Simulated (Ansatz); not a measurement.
Data:

GaSb:
```xyz
2
Lattice="0.0000 2.8478 2.8478 2.8478 0.0000 2.8478 2.8478 2.8478 0.0000" Properties=species:S:1:pos:R:3 pbc="T T T"
Sb     0.0000     0.0000     0.0000
Ga     2.8478     2.8478     2.8478
```

This is the PBEsol-relaxed structure.

### Question
All from DFT-PBEsol in the program Ansatz with PAW potentials, unless another level is named. Estimate the electronic character.

### Answer
metallic (no gap).

### Question
What about the formation energy from the elements (no fitted shifts)?

### Answer
0.027 eV/atom.

### Question
Predict the density of states at the Fermi level.

### Answer
0.52 states/eV per atom (mean over ±0.08 eV).

### Question
What about the gap with spin–orbit coupling?

### Answer
none (metallic).

Space group Fm-3m (rock salt). The start of the workflow was typed in or built on a structure type; neither database checked (COD, Materials Project) lists it. It is not the phase usual at ambient conditions (space group No. 216). Symmetry was held in the PBEsol relaxation; of distortions, only those at the zone centre were tested. The references are the lowest solids computed at this level, not always the standard phases. Spin–orbit coupling is left out wherever it is not named.

Potentials: the later of the program's two PAW sets.
